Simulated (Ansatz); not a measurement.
TiB2 (AlB2 type, space group P6/mmm)

```
CELL_PARAMETERS angstrom
      3.02469     0.00000     0.00000
     -1.51235     2.61946     0.00000
      0.00000     0.00000     3.22263
ATOMIC_POSITIONS crystal
  Ti 0.00000 0.00000 0.00000
  B  0.33333 0.66667 0.50000
  B  0.66667 0.33333 0.50000
```

A phonon eigenvector at Γ is frozen into this cell: atom i moves by Q times the vector below, so Q is the largest atomic displacement, in Å. The cell is held. It is one choice among 3 degenerate patterns.

```json
[
 {"atom": "Ti1", "x": "0.000", "y": "0.000", "z": "0.452"},
 {"atom": "B2", "x": "0.000", "y": "0.000", "z": "-1.000"},
 {"atom": "B3", "x": "0.000", "y": "0.000", "z": "-1.000"}
]
```

Level of theory: r2SCAN (plane waves to 500 eV, PAW, scalar-relativistic; Ansatz, a quantum-chemistry and plane-wave program). k mesh 18×18×14 (Γ-centred), Fermi-Dirac smearing 0.05 eV. With partly filled bands, energies and forces of such displacements shift with the k mesh and the smearing. TiB2 is run without spin polarisation. TiB2 was relaxed with its symmetry unable to fall.

At one point of the scan the forces (eV/Å) are:

```csv
atom,Fx,Fy,Fz
Ti1,0.000,0.000,2.667
B2,0.000,0.000,-1.333
B3,0.000,0.000,-1.333
```

Task: Which point is it?
A) Q = -0.030 Å
B) Q = -0.060 Å
C) Q = -0.120 Å
D) Q = -0.150 Å

Result: C, Q = -0.120 Å

(A displaced cell: forces are minus the slopes of the energy, force constants its curvatures, and phonons follow from these.)
